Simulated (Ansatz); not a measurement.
## Hf2Pd2Se2Br2O3 and the effect of the functional

The cell as given:

```cif
data_structure
_symmetry_space_group_name_H-M 'P1'
_symmetry_Int_Tables_number 1
_cell_length_a 5.7607
_cell_length_b 5.8705
_cell_length_c 6.8723
_cell_angle_alpha 96.271
_cell_angle_beta 102.509
_cell_angle_gamma 95.106
_cell_volume 224.01
loop_
_atom_site_label
_atom_site_type_symbol
_atom_site_symmetry_multiplicity
_atom_site_Wyckoff_symbol
_atom_site_fract_x
_atom_site_fract_y
_atom_site_fract_z
_atom_site_occupancy
Hf1 Hf 1 a 0.74540 0.39602 0.34989 1
Hf2 Hf 1 a 0.28763 0.45322 0.59401 1
Pd1 Pd 1 a 0.90854 0.13294 0.84849 1
Pd2 Pd 1 a 0.25249 0.90323 0.35874 1
Se1 Se 1 a 0.63469 0.40355 0.93716 1
Se2 Se 1 a 0.62597 0.78174 0.53023 1
Br1 Br 1 a 0.85273 0.99089 0.15355 1
Br2 Br 1 a 0.22526 0.82084 0.86223 1
O1 O 1 a 0.96040 0.28925 0.59026 1
O2 O 1 a 0.43233 0.24524 0.40864 1
O3 O 1 a 0.07457 0.58308 0.36682 1
```

The cell comes from a database or a generator and needn't be the stable form of this composition.

Kept alike: task relaxation of cell and atoms; k mesh 4 × 4 × 3; occupations fermi-dirac, width 0.05 eV; no spin polarisation. Program: Ansatz, Ansatz PAW. Cutoffs run from 420 to 500 eV. The mesh is that of the run's cell of 11 atoms. No spin-orbit coupling.

```csv
functional,volume (Å³/atom),first edge of the run's cell (Å),third edge of the run's cell (Å)
BLYP,21.547,5.833,7.007
PBE,20.368,5.760,6.874
PBEsol,19.308,5.695,6.742
RPBE,21.242,5.814,6.978
r2SCAN,19.896,5.700,6.815
revPBE,20.992,5.799,6.949
```

Relaxations stop with a little pressure left, so the last digits of a volume or edge aren't settled. Ansatz's relaxations hold a Pulay term in the stress (up to 0.2 GPa here). All rows use potentials made for PBE.

The volume runs from 19.308 (PBEsol) to 21.547 Å³/atom (BLYP). From PBE: BLYP +1.179; PBEsol -1.060; RPBE +0.874; r2SCAN -0.472; revPBE +0.624. The first edge of the run's cell runs from 5.695 (PBEsol) to 5.833 Å (BLYP). From PBE: BLYP +0.073; PBEsol -0.065; RPBE +0.054; r2SCAN -0.060; revPBE +0.039. The third edge of the run's cell runs from 6.742 (PBEsol) to 7.007 Å (BLYP). From PBE: BLYP +0.133; PBEsol -0.132; RPBE +0.104; r2SCAN -0.059; revPBE +0.075.
